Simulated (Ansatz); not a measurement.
LiNbO$_{3}$:
```yaml
crystal:
  lattice:
    - [2.59474, 1.49807, 4.67177]
    - [-2.59474, 1.49807, 4.67177]
    - [0.00000, -2.99615, 4.67177]
  atoms:
    - { symbol: Li, position: [0.70684, 0.70684, 0.70684] }
    - { symbol: Li, position: [0.20684, 0.20684, 0.20684] }
    - { symbol: Nb, position: [0.98807, 0.98807, 0.98807] }
    - { symbol: Nb, position: [0.48807, 0.48807, 0.48807] }
    - { symbol: O, position: [0.63044, 0.87799, 0.26742] }
    - { symbol: O, position: [0.26742, 0.63044, 0.87799] }
    - { symbol: O, position: [0.87799, 0.26742, 0.63044] }
    - { symbol: O, position: [0.13044, 0.76742, 0.37799] }
    - { symbol: O, position: [0.76742, 0.37799, 0.13044] }
    - { symbol: O, position: [0.37799, 0.13044, 0.76742] }
```

x, y and z are the axes in which the lattice vectors are written.

Give the proper piezoelectric stress tensor with relaxed ions from plane-wave PAW PBE (Ansatz code).

In C/m², rows x, y, z, Voigt columns; mesh uncertainty up to 0.01.
```
 0.00   0.00   0.00   0.00  -3.96   2.57
 2.57  -2.57   0.00  -3.96   0.00   0.00
-0.65  -0.65  -2.04   0.00   0.00   0.00
```

The elastic tensor of the same run (GPa):

```csv
,1,2,3,4,5,6
1,183,58.0,58.8,13.9,0.0,0.0
2,58.0,183,58.8,-13.9,0.0,0.0
3,58.8,58.8,214,0.0,0.0,0.0
4,13.9,-13.9,0.0,45.5,0.0,0.0
5,0.0,0.0,0.0,0.0,45.5,13.9
6,0.0,0.0,0.0,0.0,13.9,62.3
```

Convert to strain constants d = e·S.

In pC/N:
```
   0.0     0.0     0.0     0.0  -106.9    65.0
  32.5   -32.5     0.0  -106.9     0.0     0.0
  -0.4    -0.4    -9.3     0.0     0.0     0.0
```

Space group R3c. The cell was relaxed with PBE under the symmetry of its start. The run is not spin-polarised. Signs of piezoelectric constants follow the polarity of the cell as given.

Potentials: the later of the program's two PAW sets.
